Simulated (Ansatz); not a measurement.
**LuTlN, a known structure type with other elements, at an estimated volume**

```
N Lu Tl
1.0
     3.84205    0.00000    0.00000
     0.00000    3.42675    0.00000
     0.00000    0.00000    8.73016
N Lu Tl
2 2 2
Direct
  0.00000 0.00000 0.97000
  0.50000 0.50000 0.03000
  0.00000 0.50000 0.08000
  0.50000 0.00000 0.92000
  0.00000 0.00000 0.31500
  0.50000 0.50000 0.68500
```

Single point in Ansatz 0.2.0 with PBE, no spin polarisation. Cutoff 420 eV, PAW datasets, 9×10×4 Γ-centred k mesh, fermi-dirac filling (width 0.0237 eV).

**Forces.** The largest is on Tl5 (and as large on other atoms): 4.45 eV/Å, components (0.00, 0.00, 4.45). It makes 140° with the line to a nearest neighbour, Lu3 at 2.67 Å, pointing away from it.
**Charges.** Bader charges in e: Lu +1.62, Tl -0.12, N -1.50. In the mean Lu gives up most and N takes most.
**Stress.** The pressure is 45.2 GPa (compression positive), so with the atoms held at these fractions the cell would first expand; the forces are large, so a full relaxation may end otherwise. The principal stresses 37.3, 48.4, 50.0 GPa differ, so its shape would change too.
**Electronic structure.** It is a metal, with about 3.2 states/eV a cell as the mean within 0.25 eV of the Fermi level, mostly Tl p (48 %) and N p (26 %).

Origin: a known structure type with other elements, at an estimated volume, so it need not be a known compound. Caveats: many states at the Fermi level without spin polarisation, so a magnetic state may lie lower; atoms or cell far from equilibrium.
